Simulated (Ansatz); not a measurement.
Fe₃Ni:
```yaml
crystal:
  lattice:
    - [3.59900, 0.00000, 0.00000]
    - [0.00000, 3.59900, 0.00000]
    - [0.00000, 0.00000, 3.59900]
  atoms:
    - { symbol: Fe, position: [0.00000, 0.50000, 0.50000] }
    - { symbol: Fe, position: [0.50000, 0.00000, 0.50000] }
    - { symbol: Fe, position: [0.50000, 0.50000, 0.00000] }
    - { symbol: Ni, position: [0.00000, 0.00000, 0.00000] }
```
The run is spin-polarised; directions of the spins, atom by atom: ↑ ↑ ↑ ↑.

Relaxed with r²SCAN. Special points in fractions of this cell's reciprocal vectors: Γ (0.000, 0.000, 0.000); X (0.000, 0.500, 0.000); M (0.500, 0.500, 0.000); R (0.500, 0.500, 0.500).

Task: List the band energies nearest the Fermi level at these points for r²SCAN (plane waves, PAW; program Ansatz).

Result: In eV from the Fermi level; about four levels below and three above (degenerate sets whole), none deeper than 8.9 eV; … stands for higher levels left out; points with the same levels are listed once.

| k | below | above |
|---|---|---|
| Γ ↑ | -1.16 -1.16 -1.16 -1.15 -1.15 -1.15 | 2.26 2.26 2.26 |
| X ↑ | -2.13 -1.89 -1.16 -1.15 | 7.55 7.55 7.58 7.58 |
| M ↑ | -2.34 -2.24 -2.03 -2.03 | 0.38 0.48 0.51 0.51 |
| R ↑ | -0.54 -0.54 -0.54 -0.39 | 5.28 … |
| Γ ↓ | -3.14 -3.14 -3.14 -0.62 -0.62 -0.62 | 0.86 0.86 1.85 1.85 1.85 |
| X ↓ | -1.58 -1.58 -1.51 -1.12 | 0.27 0.27 0.88 |
| M ↓ | -1.39 -1.07 -0.59 -0.59 | 0.59 0.59 1.42 1.42 1.43 |
| R ↓ | -0.90 -0.66 -0.66 -0.66 | 0.22 0.22 0.22 |

Space group Pm-3m (Cu3Au type). The first step of the workflow began from a Materials Project structure, measured or hypothetical; the Crystallography Open Database copy checked does not list it. Its standing as an ambient phase is unchecked. Symmetry was held in the r²SCAN relaxation; its stability against distortions is not shown here. The final state is ferromagnetic, chosen from 5 collinear starts compared on coarse meshes (ties went to the first, and starts can fall back to one state), not a proven ground state. Other orbital occupations within this spin state were not tried.

Potentials: the later of the program's two PAW sets.
